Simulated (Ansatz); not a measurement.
One crystal and one scan (frozen-phonon scan) at two levels, PBE (plane waves to 420 eV, PAW, scalar-relativistic; Ansatz, a first-principles code) and r2SCAN (plane waves to 500 eV, PAW, scalar-relativistic; Ansatz), each from its own relaxed cell and on its own mesh.

The crystal is Ca (fcc, Cu type); a phonon pattern at L = (0.5, 0.0, 0.0) is frozen into a 2-atom cell, Q being the largest atomic displacement.

Ca was relaxed with its symmetry unable to fall. The PAW data are Ansatz's earlier set. With partly filled bands, energies and forces of such displacements shift with the k mesh and the smearing. Both scans cover Q from -0.100 to 0.100 Å.

| quantity | run 1 | run 2 |
|---|---|---|
| Lattice constant a (Å) | 5.526 | 5.569 |
| Energy at Q = 0.100 Å (meV/cell) | 35.2 | 38.1 |
| Harmonic wavenumber from the curvature (finite differences) (cm⁻¹ (negative: imaginary)) | 154 | 161 |

**Question.** Which run is which level?

**Answer.** Run 1 is PBE, run 2 is r2SCAN. PBE gives the lower value for: lattice constant a; energy at Q = 0.100 Å; harmonic wavenumber from the curvature. Both give the same space group of the distorted cell: R-3m (No. 166), lowered from Fm-3m.

(For displaced atoms, the force is minus the slope of the energy, and its curvature is a force constant, which sets phonon frequencies.)
